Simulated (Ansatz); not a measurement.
The relaxed structure here is a generated cell of Bi2Se3: the first start was made by placing the elements on the sites of a structure type, and the end was not matched to a known phase here, so it may be hypothetical. Known forms of Bi2Se3 include space group No. 166.

One stationary structure of Bi2Se3. Space group P4/mbm (No. 127). Computed with r2SCAN (plane waves to 500 eV, PAW, scalar-relativistic; Ansatz, an electronic-structure program).

Space group P4/mbm (No. 127); a = 8.290 Å, b = 8.290 Å, c = 4.050 Å, α = 90.00°, β = 90.00°, γ = 90.00°

| atom | site | symmetry | x | y | z |
|---|---|---|---|---|---|
| Se | 2a | 4/m.. | 0.0000 | 0.0000 | 0.0000 |
| Se | 4h | m.2m | 0.3620 | 0.1380 | 0.5000 |
| Bi | 4g | m.2m | 0.2028 | 0.2972 | 0.0000 |

| Property | Result |
|---|---|
| Volume per atom | 27.84 Å³ |
| Band gap | no gap on the sampled points, where the bands overlap only slightly; such a result is sensitive to mesh and level |
| Shortest distances | Bi–Se 2.75 Å; Se–Se 3.24 Å |
| k-mesh | 6×6×12 |

Band energies at high-symmetry points (eV from the Fermi level; labels of this space group; no spin-orbit coupling), from −5 eV up to 5.0 eV:

```
point                                                                                                                                                                   energies
-----  -------------------------------------------------------------------------------------------------------------------------------------------------------------------------
Γ      -4.76 -4.76 -4.32 -3.75 -3.07 -2.80 -2.80 -2.46 -2.16 -2.16 -2.11 -1.82 -1.48 -1.48 -0.71 -0.71 -0.54 -0.33 -0.12 -0.03 1.22 2.02 2.02 2.45 2.52 2.52 2.57 4.34 4.60 4.60
X        -4.50 -4.50 -3.82 -3.82 -3.37 -3.37 -3.07 -3.07 -2.60 -2.60 -2.08 -2.08 -1.15 -1.15 -0.73 -0.73 -0.18 -0.18 1.14 1.14 1.78 1.78 1.85 1.85 2.62 2.62 3.47 3.47 3.73 3.73
M                    -3.71 -3.71 -3.14 -3.14 -3.14 -3.14 -2.93 -2.93 -1.05 -1.05 -0.83 -0.83 -0.66 -0.66 -0.13 -0.13 0.02 0.02 1.50 1.50 2.50 2.50 2.51 2.51 2.80 2.80 4.75 4.75
Z                              -4.94 -4.94 -4.06 -4.05 -4.05 -3.35 -2.66 -2.66 -1.92 -1.65 -1.65 -1.64 -1.44 -1.06 -1.06 -0.08 0.08 0.16 0.46 0.99 2.60 2.60 2.84 3.26 3.26 4.92
R                                -3.56 -3.56 -3.52 -3.52 -3.06 -3.06 -2.59 -2.59 -2.19 -2.19 -2.05 -2.05 -0.71 -0.71 1.40 1.40 2.05 2.05 2.70 2.70 2.87 2.87 3.38 3.38 4.63 4.63
A        -4.75 -4.75 -4.29 -4.29 -4.27 -4.27 -4.12 -4.12 -3.94 -3.94 -2.05 -2.05 -1.89 -1.89 -1.16 -1.16 -0.95 -0.95 0.25 0.25 1.64 1.64 3.23 3.23 3.39 3.39 3.47 3.47 4.72 4.72
```

No spin polarisation in the result. Without spin-orbit coupling the bands of the heavy element are not split, so the gap can be far off.

The run could not lose the symmetry of its start, so the end can be a saddle point.
